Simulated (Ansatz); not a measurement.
input.yaml

```yaml
crystal:
  lattice:
    - [5.5287548121, 0.0478239152, -0.0624037467]
    - [-0.0404599064, 3.9022502713, 6.2986020541]
    - [-0.1057900386, -3.5387458513, 6.0867205441]
  atoms:
    - { symbol: Ba, position: [0.014868032, 0.8617754914, 0.8286126165] }
    - { symbol: Mg, position: [0.0013616618, 0.3213088934, 0.8266387693] }
    - { symbol: Mg, position: [-0.0495981454, 0.8228220995, 0.3479450932] }
    - { symbol: Mg, position: [8.51039e-05, 0.3662591619, 0.2935109547] }
    - { symbol: Mg, position: [0.4914335224, 0.2355687104, 0.6271052867] }
    - { symbol: Mg, position: [0.5345444322, 0.6147530939, 0.2513161852] }
    - { symbol: Mg, position: [0.497943968, 0.1169871895, 0.1720085078] }
    - { symbol: Cd, position: [0.5093594909, 0.66052536, 0.6528625865] }
basis:
  ecutwfc: 420
kpoints:
  mp_grid: { grid: [6, 6, 6] }
hamiltonian:
  xc: pbe
scf:
  occupations: { method: gaussian, width: 0.1 }
output:
  forces: true
  stress: true
  eigenvalues: true
```

Run as
```bash
ansatz run input.yaml --threads 1 --pin off --max-ram 2560MiB --backend cpu --events-out ev --progress --plain --runs-dir out
```

These are results of DFT PBE, scalar-relativistic, plane waves, PAW (Ansatz 0.2.0), not measurements.

Abridged output:

```
Pseudopotentials: kind: paw
Pseudopotential: Ba, paw, valence charge 10, recommended cutoff 420 eV (normal)
Pseudopotential: Mg, paw, valence charge 10, recommended cutoff 420 eV (normal)
Pseudopotential: Cd, paw, valence charge 20, recommended cutoff 420 eV (normal)
Functional definition: PBE
Crystal: 8 atoms, lattice volume = 254.495 Å³
Basis set: ecut = 420 eV, 4991 PW (Γ), exchange–correlation on 80×100×96 points (8 copies of the dense FFT grid, shifted against one another)
Bands: 54, of which v1, the nominal top of the filled ones, is band 45 counted from 1 (44 counted from 0)
Symmetry: 1 space group operations
Space group: P1 (ITA 1), of the structure as read, at distance tolerance 6.3e-5 Å
k-points: 112 of 216 (time reversal used)
Initial density: superposition of atomic densities (neutral atoms: chi_scale 0, normalization atom), corrected by the library's trained network
Initial wavefunctions: pseudopotential atomic-orbital guess
Functional: x = pbe(κ = 0.804, μ = 0.21951497), c = pbe(β = 0.06672455)
SCF iter   1: F=—  HF=-25745.810497 eV  |F-HF|=—  |Δ(HF+E_count)|=         —  Δρ=1.00e-3  dr2=6.91e-3  ethr=1.77e-3  ⟨swp⟩=9.6  Hψ=26756  notcnv=0
SCF iter   2: F=—  HF=-25745.811535 eV  |F-HF|=—  |Δ(HF+E_count)|=   1.04e-3  Δρ=6.55e-4  dr2=2.49e-3  ethr=7.68e-6  ⟨swp⟩=2.0  Hψ=9099  notcnv=0
SCF iter   3: F=—  HF=-25745.811391 eV  |F-HF|=—  |Δ(HF+E_count)|=   1.44e-4  Δρ=2.64e-4  dr2=3.68e-4  ethr=2.77e-6  ⟨swp⟩=2.0  Hψ=6553  notcnv=0
SCF iter   4: F=—  HF=-25745.811322 eV  |F-HF|=—  |Δ(HF+E_count)|=   6.93e-5  Δρ=7.11e-5  dr2=3.77e-5  ethr=4.09e-7  ⟨swp⟩=2.0  Hψ=9795  notcnv=0
SCF iter   5: F=—  HF=-25745.811232 eV  |F-HF|=—  |Δ(HF+E_count)|=   9.00e-5  Δρ=3.94e-5  dr2=1.11e-5  ethr=4.18e-8  ⟨swp⟩=2.2  Hψ=8757  notcnv=0
SCF iter   6: F=—  HF=-25745.811231 eV  |F-HF|=—  |Δ(HF+E_count)|=   1.26e-6  Δρ=8.84e-6  dr2=7.59e-7  ethr=1.23e-8  ⟨swp⟩=2.0  Hψ=6654  notcnv=0
SCF iter   7: F=-25745.811230 eV  HF=-25745.811230 eV  |F-HF|=6.15e-8  |Δ(HF+E_count)|=   1.15e-7  Δρ=3.30e-6  dr2=8.24e-8  ethr=1.11e-10  ⟨swp⟩=9.1  Hψ=31736  notcnv=0
SCF 1 converged in 7 iterations: F = -25745.811230 eV  dr2 = 8.24e-8
SCF converged after 7 iterations
Free energy (F): -25745.811230 eV
Harris-Foulkes:  -25745.811230 eV  (|F-HF|=6.15e-8)
Internal energy: -25745.786511 eV  (E = F + TS)
E sigma→0 (E₀):  -25745.798871 eV
Entropy (-TS):   -0.024720 eV (-3.090 meV/atom)
Fermi energy:    5.244178 eV
--- Per-component energies (eV) ---
  E_band       = -2839.239929
  E_kinetic    = 1114.832637
  E_local      = -15106.053314  (includes V_loc(G=0)·N_el)
  E_nonlocal   = 664.762567
  E_hartree    = 5903.757885
  E_xc         = -509.908917
  E_vxc        = -570.035725  (∫ρ·V_xc dr)
  E_paw        = -11065.946014  (= ΣΔE_a)
  E_vpaw       = -750.254045  (= ΣTr[D̂ρ^β])
  E_aug_tail   = -0.000006  (compensation charges beyond the density's cutoff)
  E_ewald      = -6747.231349
  E_smearing   = -0.024720  (= −TS)
--- Forces (eV/Å), atoms counted from 1 ---
  atom   1  Ba    -0.04512135    -0.13624130    -0.24503609
  atom   2  Mg    -0.01842373     0.34710126     0.41699768
  atom   3  Mg     0.50586892    -0.05051739    -0.02234585
  atom   4  Mg     0.11053483    -0.34446835     0.01951467
  atom   5  Mg     0.06454680    -0.39999768     0.01976988
  atom   6  Mg    -0.34149923     0.63869963    -0.28021804
  atom   7  Mg    -0.15360439     0.06967876     0.06115143
  atom   8  Cd    -0.12227694    -0.12423278     0.03020922
--- Stress (GPa, compression-positive) ---
       -2.967683       0.133132       0.235188
        0.133132      -1.017455       0.282878
        0.235188       0.282878      -1.937514
  P = ⅓ Tr σ = -1.9742 GPa (-19.742 kbar)
--- Band table (eV; the first three rows and the last of 112) ---
  k-point 0: bands = ["-97.3904", "-71.3468", "-71.0714", "-71.0407", "-71.0106", "-70.9776", "-70.9508", "-58.4500", "-58.4354", "-58.4230", "-38.1103", "-38.0995", "-38.0954", "-37.8398", "-37.8240", "-37.8184", "-37.8101", "-37.7923", "-37.7889", "-37.7736", "-37.7666", "-37.7594", "-37.7572", "-37.7295", "-37.7210", "-37.7146", "-37.7050", "-37.6927", "-22.9332", "-8.2397", "-8.2094", "-8.1697", "-3.2950", "-3.2695", "-3.2437", "-3.2208", "-3.2204", "-0.5691", "2.3829", "2.8255", "2.8909", "3.8538", "4.1028", "4.3503", "4.5341", "5.0247", "6.2543", "6.5565", "6.9691", "7.2944", "7.3740", "7.7528", "7.8552", "8.0783"]
  k-point 1: bands = ["-97.3904", "-71.3468", "-71.0714", "-71.0407", "-71.0106", "-70.9776", "-70.9508", "-58.4500", "-58.4354", "-58.4230", "-38.1103", "-38.0995", "-38.0954", "-37.8397", "-37.8240", "-37.8184", "-37.8101", "-37.7924", "-37.7889", "-37.7736", "-37.7667", "-37.7594", "-37.7572", "-37.7295", "-37.7210", "-37.7146", "-37.7050", "-37.6927", "-22.9331", "-8.2410", "-8.2103", "-8.1697", "-3.2944", "-3.2694", "-3.2438", "-3.2209", "-3.2201", "-0.4625", "1.9927", "2.3949", "3.3547", "3.7842", "4.3961", "4.4308", "4.5654", "5.5579", "6.0988", "6.4284", "6.8462", "7.0267", "7.2770", "7.5834", "7.8830", "7.9369"]
  k-point 2: bands = ["-97.3904", "-71.3468", "-71.0714", "-71.0407", "-71.0106", "-70.9776", "-70.9508", "-58.4500", "-58.4354", "-58.4230", "-38.1103", "-38.0995", "-38.0954", "-37.8397", "-37.8240", "-37.8184", "-37.8101", "-37.7924", "-37.7889", "-37.7736", "-37.7667", "-37.7594", "-37.7571", "-37.7295", "-37.7210", "-37.7146", "-37.7050", "-37.6927", "-22.9331", "-8.2436", "-8.2122", "-8.1696", "-3.2933", "-3.2692", "-3.2439", "-3.2212", "-3.2194", "-0.1712", "1.2860", "2.2728", "2.9938", "4.3226", "4.6266", "4.8270", "5.2662", "5.8120", "5.9472", "6.1385", "6.2897", "6.6803", "7.3036", "7.5163", "7.6445", "8.4521"]
  k-point 111: bands = ["-97.3904", "-71.3468", "-71.0714", "-71.0407", "-71.0106", "-70.9776", "-70.9508", "-58.4500", "-58.4354", "-58.4230", "-38.1103", "-38.0995", "-38.0954", "-37.8398", "-37.8240", "-37.8184", "-37.8101", "-37.7923", "-37.7889", "-37.7737", "-37.7668", "-37.7601", "-37.7564", "-37.7294", "-37.7212", "-37.7146", "-37.7049", "-37.6929", "-22.9322", "-8.2408", "-8.2122", "-8.2032", "-3.2842", "-3.2749", "-3.2459", "-3.2250", "-3.2149", "0.7427", "1.8877", "2.0656", "2.2510", "3.1775", "3.5442", "4.0187", "4.3077", "5.8728", "6.0934", "6.7545", "6.9964", "7.5462", "7.7550", "7.8764", "8.1332", "8.2287"]
```

The calculation finished and met its thresholds.

It took 2.2 min on 1 thread of Arm Neoverse V1, on a shared host, peak memory 1.1 GiB.